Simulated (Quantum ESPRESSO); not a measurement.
# MgIn3SP3: a curve over strain

A calculation, not a measurement. The program is pw.x of Quantum ESPRESSO 7.5 (plane-wave density functional theory). The cell is made up: 8 atoms on a zincblende/diamond lattice, with randomly drawn elements, strain and displacements, not relaxed. PseudoDojo standard norm-conserving files (v0.5 for PBE, v0.4.1 for LDA and PBEsol) set the functional; there is no spin polarisation, spin-orbit coupling or dispersion term, and the masses in the input are unused placeholders.

Seven runs add a strain to one cell (shear xy, as the tensor component); the atoms follow the cell and are not relaxed. Stress in the table is positive in tension.

Input of the run at +0.0018:

```
&control calculation='scf', pseudo_dir='./dojo.nc.sr.pbe.v0_5.standard.upf', outdir='./o', disk_io='low', tprnfor=.true., tstress=.true. /
&system ibrav=0, nat=8, ntyp=4, nbnd=41, ecutwfc=84.00895049, nosym=.true., tot_charge=0,
 occupations='smearing', smearing='fd', degauss=0.0018374661
/
&electrons conv_thr=7.350e-09, electron_maxstep=60, /
ATOMIC_SPECIES
In 1.0 In.upf
Mg 1.0 Mg.upf
P 1.0 P.upf
S 1.0 S.upf
CELL_PARAMETERS angstrom
5.8853 0.08 0.0056
0.0801 5.9271 -0.0886
0.0054 -0.0886 5.9892
ATOMIC_POSITIONS angstrom
Mg -0.0798 0.0213 -0.0328
In 0.0389 2.81 2.9734
In 2.9473 -0.0462 3.0007
In 2.9617 3.0577 -0.0126
S 1.4288 1.4882 1.3976
P 1.4114 4.3107 4.4116
P 4.3589 1.4062 4.479
P 4.3926 4.4639 1.4748
K_POINTS automatic
4 4 4 1 1 1
```

```
added strain  free energy less that of the input shown (eV)  stress xx (GPa)  stress yy (GPa)  stress zz (GPa)  stress xy (GPa)  pressure (GPa)  iterations
     -0.0237                                         0.0082            -0.73            -0.64            -0.32            -1.53            0.57          10
     -0.0167                                        -0.0130            -0.64            -0.55            -0.26            -0.75            0.48          10
     -0.0105                                        -0.0197            -0.59            -0.49            -0.23            -0.07            0.44          10
     +0.0018                                         0.0000            -0.56            -0.46            -0.24             1.29            0.42          10
     +0.0162                                         0.0783            -0.67            -0.57            -0.35             2.88            0.53          10
     +0.0215                                         0.1225            -0.74            -0.64            -0.43             3.47            0.60          10
```

Question: one run is left out of the table, at -0.0052. Estimate its stress xy (GPa).

Answer: 0.52. The whole row:

```
added strain  free energy less that of the input shown (eV)  stress xx (GPa)  stress yy (GPa)  stress zz (GPa)  stress xy (GPa)  pressure (GPa)  iterations
     -0.0052                                        -0.0165            -0.57            -0.47            -0.22             0.52            0.42          10
```

A cubic fit gives a slope of stress xy against the added strain of 110 GPa at zero added strain, with the atoms clamped. Across the table the free energy follows the integral of the stress to within 0.2 meV. A rerun of one of the cells at 1437 eV and a 6 x 6 x 6 mesh moved values by no more than 0.005 eV in energy, 0.02 GPa in stress and 0.002 eV/Å in force.